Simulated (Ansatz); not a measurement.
K$_{2}$RbLaV$_{2}$O$_{8}$:
```
K2RbLaV2O8
1.0
    6.09238     0.00000     0.00000
   -3.04619     5.27616     0.00000
    0.00000     0.00000     7.77098
K Rb La V O
2 1 1 2 8
Direct
  0.33333   0.66667   0.69293
  0.66667   0.33333   0.30707
  0.00000   0.00000   0.00000
  0.00000   0.00000   0.50000
  0.33333   0.66667   0.23484
  0.66667   0.33333   0.76516
  0.33333   0.66667   0.02260
  0.66667   0.33333   0.97740
  0.17957   0.82043   0.31379
  0.82043   0.17957   0.68621
  0.17957   0.35915   0.31379
  0.82043   0.64085   0.68621
  0.64085   0.82043   0.31379
  0.35915   0.17957   0.68621
```

Relaxed with r²SCAN. Special points in fractions of this cell's reciprocal vectors: Γ (0.000, 0.000, 0.000); M (0.500, 0.000, 0.000); K (0.333, 0.333, 0.000); A (0.000, 0.000, 0.500); L (0.500, 0.000, 0.500); H (0.333, 0.333, 0.500).

Question: List the band energies nearest the valence-band maximum at these points for the program Ansatz at the r²SCAN level (PAW).

Answer: In eV from the valence-band maximum; about four levels below and three above (degenerate sets whole), none deeper than 8.9 eV; points with the same levels are listed once.

| k | below | above |
|---|---|---|
| Γ | -0.19 -0.19 -0.18 -0.06 -0.06 | 3.91 3.91 4.40 4.40 |
| M | -0.57 -0.24 -0.21 0.00 | 4.12 4.43 4.45 |
| K | -0.67 -0.19 -0.19 -0.13 | 4.22 4.45 4.45 |
| A | -0.26 -0.26 -0.18 -0.04 -0.04 | 4.02 4.02 4.35 4.35 |
| L | -0.44 -0.34 -0.16 -0.14 | 4.20 4.32 4.56 4.56 |
| H | -0.40 -0.36 -0.23 -0.23 | 4.40 4.45 4.45 4.45 |

Space group P-3m1. The workflow started from a Materials Project entry (that database holds measured and hypothetical structures alike); the Crystallography Open Database copy checked does not list it. Its standing as an ambient phase is unchecked. Symmetry was held in the r²SCAN relaxation; its stability against distortions is not shown here. No spin polarisation was allowed. No Hubbard U is applied. Scalar-relativistic: spin–orbit coupling is off unless named, which matters more the heavier the elements.

Potentials: the later of the program's two PAW sets.
